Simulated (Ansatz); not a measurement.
Task: Mg (hcp (Mg type), space group No. 194) is relaxed with r²SCAN (plane waves, PAW; program Ansatz). What lattice parameters of the conventional cell result?

Result: a = 3.194 Å, c = 5.105 Å.

Space group P6_3/mmc (hcp (Mg type)). The cell was relaxed with r²SCAN under the symmetry of its start. Axis ratios of metals converge slowly with the k-mesh, so a and c are less sure than the volume.

Potentials: the later of the program's two PAW sets.
